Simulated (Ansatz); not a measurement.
ZrMo:
```yaml
crystal:
  lattice:
    - [3.29945, 0.00000, 0.00000]
    - [0.00000, 3.29945, 0.00000]
    - [0.00000, 0.00000, 3.29945]
  atoms:
    - { symbol: Mo, position: [0.00000, 0.00000, 0.00000] }
    - { symbol: Zr, position: [0.50000, 0.50000, 0.50000] }
```

This is the PBEsol-relaxed structure.

Question: All from PBEsol in the plane-wave PAW code Ansatz, unless another level is named. Give the Hill bulk and shear moduli.

Answer: 162 and 23.3 GPa.

Question: What about the highest zone-centre frequency?

Answer: 25.1 meV.

Space group Pm-3m (CsCl type). The start of the workflow was typed in or built on a structure type; neither database checked (COD, Materials Project) lists it. Its standing as an ambient phase is unchecked. Symmetry was held in the PBEsol relaxation; whether a distortion lowers the energy is not shown. The run is not spin-polarised. As this level gives no gap, shear constants depend on the k-mesh and smearing (Fermi–Dirac, 0.1 eV here). On the denser mesh and wider smearing of the elastic run this cell carries a stress of 0.4 GPa.

Potentials: the earlier of the program's two PAW sets. The files were generated under PBE; for other functionals the program regenerates the frozen cores, and for LDA and PBEsol the local potential too.
